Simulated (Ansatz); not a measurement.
Os (dhcp): energy against volume

Computed with DFT, RPBE, plane waves (420 eV) with PAW, scalar-relativistic in Ansatz 0.2.0. The PAW files were generated under PBE, with cores re-solved for the functional.

The cell is scaled uniformly from the relaxed one, with fractional coordinates and shape fixed. Energies are extrapolated to zero smearing, pressures are those at the given smearing. Magnetic state: spin not included.

A Birch-Murnaghan fit gives V₀ = 14.47 Å³/atom, B₀ = 378 GPa, B₀′ = 4.8.

Question: What are the energy above the minimum and the pressure at 12.750 Å³/atom?

Answer: 309.1 meV/atom and 65.13 GPa as computed.

Question: What are the energy above the minimum and the pressure at 15.068 Å³/atom?

Answer: 26.8 meV/atom and -13.63 GPa as computed.

Question: What are the energy above the minimum and the pressure at 16.227 Å³/atom?

Answer: 201.2 meV/atom and -32.53 GPa as computed.
